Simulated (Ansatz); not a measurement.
W2C in space group Pnnm (No. 58; W on 4g, C on 2a) at seven volumes, LDA (plane waves, PAW; program Ansatz), shape and atoms relaxed at each. One row is withheld.

| V (Å³/atom) | P (GPa) |
|---|---|
| 11.004 | 42.43 |
| 11.367 | 26.00 |
| 11.730 | 11.98 |
| 12.093 | 0.01 |
| 12.455 | ? |
| 12.818 | -18.90 |
| 13.181 | -26.27 |

Fit the shown pressures and predict the withheld one.

P = (3/2)B₀(x^(7/2) − x^(5/2))[1 + (3/4)(B′ − 4)(x − 1)] with x = (V₀/V)^(2/3). Least squares on the six rows gives V₀ = 12.094 Å³/atom, B₀ = 367 GPa, B′ = 4.28. At V = 12.455, x = 0.9806 and P = -10.14 GPa. The run itself gave -10.21 GPa.

The workflow started from a Materials Project entry (that database holds measured and hypothetical structures alike); the Crystallography Open Database copy checked does not list it. Its standing as an ambient phase is unchecked. The cell was relaxed with LDA under the symmetry of its start; of distortions, only those at the zone centre were tested. No spin polarisation was allowed. Scalar-relativistic: spin–orbit coupling is off unless named, which matters more the heavier the elements.

Potentials: the later of the program's two PAW sets.
